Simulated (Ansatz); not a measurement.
**The bulk modulus of Ru from a series of volumes**

Reference cell: an entry of the Crystallography Open Database (COD), whose atoms a relaxation with PBE at fixed cell left in place.

```yaml
crystal:
  lattice:
    - [2.70580, 0.00000, 0.00000]
    - [-1.35290, 2.34329, 0.00000]
    - [0.00000, 0.00000, 4.28190]
  atoms:
    - { symbol: Ru, position: [0.33333, 0.66667, 0.25000] }
    - { symbol: Ru, position: [0.66667, 0.33333, 0.75000] }
```

Sites (sets of like atoms) are named by element and the number of their first atom in this list.

Level of theory: DFT, PBE, plane waves and PAW, scalar-relativistic, 420 eV cutoff, Γ-centred 20×20×11 k-points, Fermi–Dirac smearing 0.05 eV (Ansatz 0.2.0).

The cell is scaled uniformly, and the ions relax again at each size.

| V/V₀ | pressure (GPa) |
| --- | --- |
| 0.94 | 28.5 |
| 0.96 | 19.6 |
| 0.98 | 11.6 |
| 1.00 | 4.5 |
| 1.02 | -1.8 |
| 1.04 | ? |
| 1.06 | -12.4 |

**Question.** Estimate the row at V/V₀ = 1.04 and the bulk modulus.

**Answer.** pressure (GPa): -7.4. Worked: a parabola in ln(V/V₀) through the other 6 rows gives -7.5 GPa there. It crosses zero pressure at V/V₀ = 1.014, the equilibrium volume of this functional, where the bulk modulus is B = −dP/d ln V = 315 GPa. The shape of the cell is held, so in this non-cubic crystal both values are those of uniform scaling, and B is an upper bound to the hydrostatic one.
